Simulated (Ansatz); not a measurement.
A geometry of ZrO$_{2}$ away from equilibrium: step 2 of the relaxation of a relaxed ZrO2 cell, doubled along one cell vector, shaken by Gaussian noise of σ = 0.08 Å a coordinate. Computed with PBE (plane waves to 420 eV, PAW, scalar-relativistic; Ansatz, a quantum-chemistry and plane-wave program). Γ-centred k-mesh 7×4×6 on the run's cell (coarser than for final values), Fermi–Dirac smearing 0.05 eV.

```xyz
6
Lattice="3.1874 -0.0015 0.0007 -0.0031 6.3632 0.0256 0.0008 0.0160 3.9700" Properties=species:S:1:pos:R:3:forces:R:3 pbc="T T T" free_energy=-10644.963 pressure_GPa=-0.3
O      1.5650     1.5755    -0.0923    0.2313    0.0306    0.4822
O      1.5535     4.7499    -0.0919   -0.0038   -0.0083    0.5705
O     -0.0198    -0.0527     1.9319   -0.3367   -0.2247   -0.3926
O      0.0173     3.1388     2.0081    0.2217   -0.2445   -0.4149
Zr     0.0808     0.0485    -0.0802    0.2696    0.2571   -0.0782
Zr    -0.0917     3.2340     0.0525   -0.3820    0.1897   -0.1670
```

Positions in Å, forces in eV/Å, free energy of the cell in eV (comparable only within this code, potentials and settings). Largest force: 0.57 eV/Å, on O2, O3 (atoms numbered as listed); the geometry lies 0.18 eV/atom above the end of its relaxation.

No spin polarisation in the result.

The end of the path is a generated cell of ZrO2: the first start was made by a random draw of sites in a space group, and the end was not matched to a known phase here, so it may be hypothetical. Known forms of ZrO2 include space group No. 14, 137, 225.
